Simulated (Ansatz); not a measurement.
Data:

GaN (wurtzite)

```xyz
4
Lattice="3.2184 0.0000 0.0000 -1.6092 2.7872 0.0000 0.0000 0.0000 5.2432" Properties=species:S:1:pos:R:3 pbc="T T T"
Ga     1.6092     0.9291     0.0051
Ga     0.0000     1.8581     2.6267
N      1.6092     0.9291     3.2730
N      0.0000     1.8581     0.6514
```

In this cell atom 2 (Ga, nearest neighbour N at 1.967 Å; its periodic images, 3.2 Å or more away, move with it) is moved by u·(1.000, 0.000, 0.000) + v·(0.000, 0.000, 1.000); the rest is frozen.

These are PBE (plane waves to 420 eV, PAW, scalar-relativistic; Ansatz, a quantum-chemistry and plane-wave program) values and carry that method's errors. k mesh 10×10×5 (Γ-centred), Fermi-Dirac smearing 0.05 eV. Energies are smeared free energies. Points where atoms come too close for the PAW data are left out (x in tables, blank in figures). As the smearing reaches across the gap at some points, energies and forces of such displacements shift with the k mesh and the smearing. GaN was relaxed with its symmetry unable to fall. ΔE is measured from the undisplaced structure. Axes are in Å.

The scan covers u from -0.650 to 0.650 Å in 7 points and v from -0.650 to 0.650 Å in 7 points.

Problem. Is the undisplaced position a minimum, a maximum or a saddle of this map?

Solution. A minimum.

Problem. In which direction of the plane is the atom held most weakly?

Solution. Along u.

Problem. What are the two principal curvatures of the energy at the centre?

Solution. 12.2 and 18.1 eV/Å².

(For displaced atoms, the force is minus the slope of the energy, and its curvature is a force constant, which sets phonon frequencies.)
